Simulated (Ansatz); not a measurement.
Computed with DFT PBE, scalar-relativistic, plane waves, PAW in Ansatz. All cells share a 420 eV cutoff and Γ-centred k meshes spaced at most about 0.3 Å⁻¹ (about 0.25 or finer for metals, 2π included). No spin polarisation in the final relaxations.

Temperature and zero-point effects are left out. All come from trial cells, and lower structures may exist.

**Question.** These unrelaxed guesses for GeB2C3 are each relaxed within their symmetry. Order them by the energy at which they end, lowest first.
1.

```cif
data_structure
_symmetry_space_group_name_H-M 'P-3m1'
_symmetry_Int_Tables_number 164
_cell_length_a 3.2841
_cell_length_b 3.2841
_cell_length_c 8.1492
_cell_angle_alpha 90.000
_cell_angle_beta 90.000
_cell_angle_gamma 120.000
_cell_volume 76.12
loop_
_atom_site_label
_atom_site_type_symbol
_atom_site_symmetry_multiplicity
_atom_site_Wyckoff_symbol
_atom_site_fract_x
_atom_site_fract_y
_atom_site_fract_z
_atom_site_occupancy
Ge1 Ge 1 b 0.00000 0.00000 0.50000 1
B1 B 2 d 0.33333 0.66667 0.82714 1
C1 C 2 d 0.33333 0.66667 0.34809 1
C2 C 1 a 0.00000 0.00000 0.00000 1
```

2.

```cif
data_structure
_symmetry_space_group_name_H-M 'Pmmm'
_symmetry_Int_Tables_number 47
_cell_length_a 4.2769
_cell_length_b 4.4838
_cell_length_c 4.6364
_cell_angle_alpha 90.000
_cell_angle_beta 90.000
_cell_angle_gamma 90.000
_cell_volume 88.91
loop_
_atom_site_label
_atom_site_type_symbol
_atom_site_symmetry_multiplicity
_atom_site_Wyckoff_symbol
_atom_site_fract_x
_atom_site_fract_y
_atom_site_fract_z
_atom_site_occupancy
Ge1 Ge 1 b 0.50000 0.00000 0.00000 1
B1 B 2 t 0.50000 0.50000 0.87825 1
C1 C 2 t 0.50000 0.50000 0.32484 1
C2 C 1 a 0.00000 0.00000 0.00000 1
```

3.

```cif
data_structure
_symmetry_space_group_name_H-M 'R-3m:H'
_symmetry_Int_Tables_number 166
_cell_length_a 4.8986
_cell_length_b 4.8986
_cell_length_c 11.8195
_cell_angle_alpha 90.000
_cell_angle_beta 90.000
_cell_angle_gamma 120.000
_cell_volume 245.63
loop_
_atom_site_label
_atom_site_type_symbol
_atom_site_symmetry_multiplicity
_atom_site_Wyckoff_symbol
_atom_site_fract_x
_atom_site_fract_y
_atom_site_fract_z
_atom_site_occupancy
Ge1 Ge 3 a 0.00000 0.00000 0.00000 1
B1 B 6 c 0.33333 0.66667 0.29559 1
C1 C 9 d 0.83333 0.16667 0.16667 1
```

4.

```cif
data_structure
_symmetry_space_group_name_H-M 'P4/mmm'
_symmetry_Int_Tables_number 123
_cell_length_a 2.8469
_cell_length_b 2.8469
_cell_length_c 8.6194
_cell_angle_alpha 90.000
_cell_angle_beta 90.000
_cell_angle_gamma 90.000
_cell_volume 69.86
loop_
_atom_site_label
_atom_site_type_symbol
_atom_site_symmetry_multiplicity
_atom_site_Wyckoff_symbol
_atom_site_fract_x
_atom_site_fract_y
_atom_site_fract_z
_atom_site_occupancy
Ge1 Ge 1 c 0.50000 0.50000 0.00000 1
B1 B 2 h 0.50000 0.50000 0.32482 1
C1 C 2 g 0.00000 0.00000 0.83907 1
C2 C 1 b 0.00000 0.00000 0.50000 1
```

**Answer.** 1 (ends in P-3m1, 0 meV/atom), 4 (ends in P4/mmm, 24 meV/atom), 3 (ends in R-3m, 39 meV/atom), 2 (ends in Pmmm, 69 meV/atom). Even the lowest end lies +1.29 eV/atom against the elements.

For metals, differences of a few meV/atom aren't resolved. Weakly bound directions are ill-defined at this level, which has no dispersion term (P-3m1), and this can change margins and order among such cells. Cells relaxed within their symmetry can be saddle points. Some structure types and database cells were kept out of the candidates from the start, so a known form may be missing.
